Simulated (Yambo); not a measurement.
A G0W0@LDA run in Yambo for SiO$_{2}$ (space group Fddd, No. 70) (4×4×4 Γ-centred k mesh, 180 bands and a 6 Ry block in the screening, 180 bands in G with the Bruneval-Gonze terminator, plasmon pole fitted at 27.2 eV) gives these matrix elements, in eV, at the band edges (Γ → Γ):

```csv
state,E0,<Vxc>,<Σx>,<Σc(E0)>,Z
valence edge,0.000,-19.685,-25.550,3.673,0.827
conduction edge,5.579,-10.505,-5.888,-3.041,0.879
```

Question: Solve the linearised quasiparticle equation for both states, give the gap, and say how exchange and correlation each act on it.

Answer: E = E0 + Z(Σx + Σc − Vxc). Valence: 0.000 + 0.827 × (-25.550 + (3.673) − (-19.685)) = -1.81 eV. Conduction: 5.579 + 0.879 × (-5.888 + (-3.041) − (-10.505)) = 6.96 eV. The gap is 8.78 eV, against 5.58 eV in LDA. Replacing Vxc by bare exchange alone would open it by 10.48 eV; correlation takes back 6.71 eV of that, and Z scales what is left. Convergence of the G0W0 settings was not tested. 

Geometry of the Materials Project entry, not relaxed at this level; primitive cell a = 8.744 Å, b = 7.732 Å, c = 5.274 Å, α = 82.15°, β = 61.16°, γ = 36.69°.

This is not the ordinary phase of the substance; no match was found in the copy of COD used, and its stability was not checked.
